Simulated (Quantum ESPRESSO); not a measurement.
Zr2TaO5F3, input and log of a self-consistent run

Simulated, not a measurement. The program is pw.x of Quantum ESPRESSO 7.5 (plane-wave density functional theory). The cell is made up: 11 atoms on a rutile lattice with one site empty, with randomly drawn elements, strain and displacements, not relaxed. PseudoDojo standard norm-conserving files (v0.5 for PBE, v0.4.1 for LDA and PBEsol) set the functional; there is no spin polarisation, spin-orbit coupling or dispersion term, and the masses in the input are unused placeholders.

Input:

```
&control calculation='scf', pseudo_dir='./dojo.nc.sr.pbe.v0_5.standard.upf', outdir='./o', disk_io='low', tprnfor=.true., tstress=.true. /
&system ibrav=0, nat=11, ntyp=4, nbnd=50, ecutwfc=107.82251126, nosym=.true., tot_charge=0,
 occupations='smearing', smearing='fd', degauss=0.0018374661
/
&electrons conv_thr=7.350e-09, electron_maxstep=60, /
ATOMIC_SPECIES
F 1.0 F.upf
O 1.0 O.upf
Ta 1.0 Ta.upf
Zr 1.0 Zr.upf
CELL_PARAMETERS angstrom
4.7856 0.0632 -0.0384
0.0632 4.8617 0.0226
-0.0512 0.0302 6.3077
ATOMIC_POSITIONS angstrom
Zr 0.0079 0.0102 0.0019
Ta -0.0592 0.0256 3.1821
Zr 2.3614 2.4905 4.6613
O 1.4664 1.5444 -0.0029
F 3.3668 3.4126 -0.0203
O 3.8304 0.9967 1.5548
O 1.0027 3.9007 1.5954
F 1.4597 1.5089 3.1463
O 3.3261 3.4375 3.1507
O 3.838 1.0213 4.698
F 0.9855 3.9692 4.7452
K_POINTS automatic
7 7 6 1 1 1
```

The log is shortened where brackets say so; the opening notice, blank lines, dates and the lines on written files are dropped, and the path of the files is cut. It prints rydbergs, bohrs and kilobars, and counts compression as positive stress. With no partly filled state, the Fermi energy that it prints is only some level between the filled and the empty states on the mesh, and need not lie in the true gap.

```
     Program PWSCF v.7.5
     Parallel version (MPI & OpenMP), running on       4 processor cores
     Number of MPI processes:                 4
     Threads/MPI process:                     1
     [start-up lines left out]
     bravais-lattice index     =            0
     lattice parameter (alat)  =       9.0446  a.u.
     unit-cell volume          =     990.1004 (a.u.)^3
     number of atoms/cell      =           11
     number of atomic types    =            4
     number of electrons       =        88.00
     number of Kohn-Sham states=           50
     kinetic-energy cutoff     =     107.8225  Ry
     charge density cutoff     =     431.2900  Ry
     scf convergence threshold =      7.3E-09
     mixing beta               =       0.7000
     number of iterations used =            8  plain     mixing
     Exchange-correlation= PBE
                           (   1   4   3   4   0   0   0)
     [axes and pseudopotential details left out]
   Cartesian axes
     site n.     atom                  positions (alat units)
         1        Zr     tau(   1) = (   0.0016506   0.0021311   0.0003970  )
         2        Ta     tau(   2) = (  -0.0123690   0.0053487   0.6648529  )
         3        Zr     tau(   3) = (   0.4933797   0.5203533   0.9739100  )
         4        O      tau(   4) = (   0.3063827   0.3226796  -0.0006059  )
         5        F      tau(   5) = (   0.7034433   0.7130125  -0.0042414  )
         6        O      tau(   6) = (   0.8003057   0.2082458   0.3248526  )
         7        O      tau(   7) = (   0.2094994   0.8149938   0.3333353  )
         8        F      tau(   8) = (   0.3049828   0.3152624   0.6573730  )
         9        O      tau(   9) = (   0.6949396   0.7182150   0.6582924  )
        10        O      tau(  10) = (   0.8018936   0.2133856   0.9815779  )
        11        F      tau(  11) = (   0.2059057   0.8293059   0.9914396  )
     number of k points=   147  Fermi-Dirac smearing, width (Ry)=  0.0018
     Number of k-points >= 100: set verbosity='high' to print them.
     Dense  grid:   149725 G-vectors     FFT dimensions: (  60,  64,  80)
     Estimated max dynamical RAM per process >     762.59 MB
     Estimated total dynamical RAM >       2.87 GB
     Initial potential from superposition of free atoms
     starting charge      87.9943, renormalised to      88.0000
     Starting wfcs are   62 randomized atomic wfcs
     total cpu time spent up to now is       21.0 secs
     per-process dynamical memory:   669.8 Mb
     Self-consistent Calculation
     iteration #  1     ecut=   107.82 Ry     beta= 0.70
     Davidson diagonalization with overlap
     ethr =  1.00E-02,  avg # of iterations =  2.0
     total cpu time spent up to now is       57.7 secs
     total energy              =    -644.38509862 Ry
     estimated scf accuracy    <       4.65270938 Ry
     iteration #  2     ecut=   107.82 Ry     beta= 0.70
     Davidson diagonalization with overlap
     ethr =  5.29E-03,  avg # of iterations =  6.1
     total cpu time spent up to now is      118.3 secs
     total energy              =    -639.25126379 Ry
     estimated scf accuracy    <      54.06383923 Ry
     iteration #  3     ecut=   107.82 Ry     beta= 0.70
     Davidson diagonalization with overlap
     ethr =  5.29E-03,  avg # of iterations =  6.0
     total cpu time spent up to now is      177.1 secs
     total energy              =    -646.86011899 Ry
     estimated scf accuracy    <       2.09295785 Ry
     iteration #  4     ecut=   107.82 Ry     beta= 0.70
     Davidson diagonalization with overlap
     ethr =  2.38E-03,  avg # of iterations =  2.0
     total cpu time spent up to now is      212.7 secs
     total energy              =    -646.98751934 Ry
     estimated scf accuracy    <       0.61230426 Ry
     iteration #  5     ecut=   107.82 Ry     beta= 0.70
     Davidson diagonalization with overlap
     ethr =  6.96E-04,  avg # of iterations =  1.0
     total cpu time spent up to now is      244.3 secs
     total energy              =    -646.94107536 Ry
     estimated scf accuracy    <       0.32809332 Ry
     [iterations 6 to 13 left out]
     iteration # 14     ecut=   107.82 Ry     beta= 0.70
     Davidson diagonalization with overlap
     ethr =  1.56E-08,  avg # of iterations =  4.1
     total cpu time spent up to now is      619.2 secs
     total energy              =    -646.95016356 Ry
     estimated scf accuracy    <       0.00000175 Ry
     iteration # 15     ecut=   107.82 Ry     beta= 0.70
     Davidson diagonalization with overlap
     ethr =  1.99E-09,  avg # of iterations =  2.2
     total cpu time spent up to now is      657.7 secs
     total energy              =    -646.95016376 Ry
     estimated scf accuracy    <       0.00000025 Ry
     iteration # 16     ecut=   107.82 Ry     beta= 0.70
     Davidson diagonalization with overlap
     ethr =  2.80E-10,  avg # of iterations =  4.7
     total cpu time spent up to now is      706.0 secs
     total energy              =    -646.95016386 Ry
     estimated scf accuracy    <       0.00000008 Ry
     iteration # 17     ecut=   107.82 Ry     beta= 0.70
     Davidson diagonalization with overlap
     ethr =  9.52E-11,  avg # of iterations =  2.1
     total cpu time spent up to now is      743.4 secs
     total energy              =    -646.95016386 Ry
     estimated scf accuracy    <       0.00000002 Ry
     iteration # 18     ecut=   107.82 Ry     beta= 0.70
     Davidson diagonalization with overlap
     ethr =  1.88E-11,  avg # of iterations =  4.7
     total cpu time spent up to now is      790.4 secs
     End of self-consistent calculation
     Number of k-points >= 100: set verbosity='high' to print the bands.
     the Fermi energy is     8.5359 ev
!    total energy              =    -646.95016386 Ry
     estimated scf accuracy    <          2.9E-09 Ry
     smearing contrib. (-TS)   =       0.00000000 Ry
     internal energy E=F+TS    =    -646.95016386 Ry
     The total energy is F=E-TS. E is the sum of the following terms:
     one-electron contribution =    -232.84925361 Ry
     hartree contribution      =     159.37823918 Ry
     xc contribution           =    -144.41312003 Ry
     ewald contribution        =    -429.06602941 Ry
     convergence has been achieved in  18 iterations
     Forces acting on atoms (cartesian axes, Ry/au):
     atom    1 type  4   force =     0.04582641    0.09976958    0.31157847
     atom    2 type  3   force =    -0.17381017   -0.04111197   -0.42421555
     atom    3 type  4   force =     0.08406919   -0.09628091    0.08119542
     atom    4 type  2   force =    -0.03287285   -0.03741007   -0.11446697
     atom    5 type  1   force =     0.00632786    0.00912601   -0.04574732
     atom    6 type  2   force =     0.07931912   -0.07265108    0.10578467
     atom    7 type  2   force =    -0.07104055    0.07913047    0.09444090
     atom    8 type  1   force =    -0.04450577   -0.04320360    0.00727553
     atom    9 type  2   force =     0.10038750    0.10178040    0.07553309
     atom   10 type  2   force =     0.00213374   -0.00345326   -0.07153202
     atom   11 type  1   force =     0.00416554    0.00430443   -0.01984622
     Total force =     0.663563     Total SCF correction =     0.000144
     Computing stress (Cartesian axis) and pressure
          total   stress  (Ry/bohr**3)                   (kbar)     P=      -12.61
   0.00013129  -0.00061042   0.00029588           19.31      -89.80       43.53
  -0.00061042   0.00008432   0.00012663          -89.80       12.40       18.63
   0.00029588   0.00012663  -0.00047267           43.53       18.63      -69.53
     init_run     :     18.01s CPU     20.92s WALL (       1 calls)
     electrons    :    764.19s CPU    769.41s WALL (       1 calls)
     forces       :      7.58s CPU      7.60s WALL (       1 calls)
     stress       :     27.02s CPU     27.03s WALL (       1 calls)
     [timing details left out]
     PWSCF        :  13m37.05s CPU  13m45.37s WALL
     JOB DONE.
```

In other units: free energy -8802.205 eV for the cell, pressure -1.26 GPa, largest force component 10.907 eV/Å. This run is the check on a run of the same cell at a cutoff of 1143 eV and k mesh 5 x 5 x 4: rerunning at a cutoff of 1467 eV and k mesh 7 x 7 x 6 moved values by no more than 0.004 eV in energy, 0.03 GPa in stress and 0.002 eV/Å in force.